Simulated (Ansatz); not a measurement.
The relaxed structure here is a generated cell of InSe: the first start was made by placing the elements on the sites of a structure type, and the end was not matched to a known phase here, so it may be hypothetical. Known forms of InSe include space group No. 194.

One starting cell of InSe (a generated cell, InSe built in the AFLOW prototype AB_tP8_136_g_f (as in BeO)) was relaxed twice with Ansatz (plane waves, PAW, scalar-relativistic): with r2SCAN at 500 eV and with PBE at 420 eV. The r2SCAN result:

```cif
data_In4Se4
_chemical_formula_sum 'In4 Se4'
_space_group_name_H-M_alt 'P42/mnm'
_space_group_IT_number 136
_space_group_name_Hall '-P 4n 2n'
_cell_length_a 8.27311
_cell_length_b 8.27311
_cell_length_c 4.05220
_cell_angle_alpha 90.000
_cell_angle_beta 90.000
_cell_angle_gamma 90.000
loop_
_atom_site_label
_atom_site_type_symbol
_atom_site_symmetry_multiplicity
_atom_site_Wyckoff_symbol
_atom_site_fract_x
_atom_site_fract_y
_atom_site_fract_z
_atom_site_occupancy
In1 In 4 g 0.11796 0.11796 0.50000 1
Se1 Se 4 f 0.25499 0.25499 0.00000 1
```

| quantity | r2SCAN | PBE |
|---|---|---|
| space group | P4₂/mnm | P4₂/mnm |
| volume (Å³/atom) | 34.67 | ? |
| a (Å) | 8.273 | ? |
| c (Å) | 4.052 | ? |
| gap (eV, no spin-orbit coupling) | 0.00 | ? |

### Question
Fill in the PBE column.

### Answer

- volume (Å³/atom), PBE: 35.45
- a (Å), PBE: 8.292
- c (Å), PBE: 4.125
- gap (eV, no spin-orbit coupling), PBE: 0.00

Both levels end in the same structure; PBE's volume is 2.3 % larger. Neither column is exact.

No spin polarisation in the result.

The run could not lose the symmetry of its start, so the end can be a saddle point.

Ansatz is a first-principles code.
